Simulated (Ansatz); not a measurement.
HfSiO4:
```yaml
crystal:
  lattice:
    - [-3.29119, 3.29119, 2.98604]
    - [3.29119, -3.29119, 2.98604]
    - [3.29119, 3.29119, -2.98604]
  atoms:
    - { symbol: Hf, position: [0.00000, 0.00000, 0.00000] }
    - { symbol: Hf, position: [0.75000, 0.25000, 0.50000] }
    - { symbol: Si, position: [0.25000, 0.75000, 0.50000] }
    - { symbol: Si, position: [0.50000, 0.50000, 0.00000] }
    - { symbol: O, position: [0.13525, 0.31988, 0.81537] }
    - { symbol: O, position: [0.06988, 0.75450, 0.68463] }
    - { symbol: O, position: [0.50450, 0.31988, 0.18463] }
    - { symbol: O, position: [0.06988, 0.38525, 0.31537] }
    - { symbol: O, position: [0.61475, 0.93012, 0.68463] }
    - { symbol: O, position: [0.68012, 0.86475, 0.18463] }
    - { symbol: O, position: [0.24550, 0.93012, 0.31537] }
    - { symbol: O, position: [0.68012, 0.49550, 0.81537] }
```

Relaxed with r²SCAN. Special points in fractions of this cell's reciprocal vectors: Γ (0.000, 0.000, 0.000); X (0.000, 0.000, 0.500); M (-0.500, 0.500, 0.500); Z (0.456, 0.456, -0.456); Z0 (-0.456, 0.544, 0.456); P (0.250, 0.250, 0.250); N (0.000, 0.500, 0.000).

### Question
List the band energies nearest the valence-band maximum at these points for r²SCAN in the plane-wave PAW code Ansatz.

### Answer
In eV from the valence-band maximum; about four levels below and three above (degenerate sets whole), none deeper than 8.9 eV; points with the same levels are listed once.

```json
[
 {"k": "Γ", "below": "-0.57 -0.57 -0.56 0.00", "above": "6.37 6.64 6.83 6.83"},
 {"k": "X", "below": "-0.92 -0.92 -0.59 -0.59", "above": "6.02 6.02 7.15 7.15"},
 {"k": "M", "below": "-1.10 -1.10 -0.88 -0.88", "above": "6.82 6.82 7.28 7.28"},
 {"k": "Z", "below": "-1.03 -1.03 -0.82 -0.82", "above": "6.74 6.90 7.17"},
 {"k": "P", "below": "-1.10 -1.10 -0.50 -0.50", "above": "6.02 6.02 7.35 7.35"},
 {"k": "N", "below": "-0.92 -0.83 -0.27 -0.18", "above": "6.26 6.41 7.19"}
]
```

Space group I4_1/amd. Symmetry was held in the r²SCAN relaxation. No spin polarisation was allowed. Spin–orbit coupling is left out wherever it is not named.

Potentials: the earlier of the program's two PAW sets.
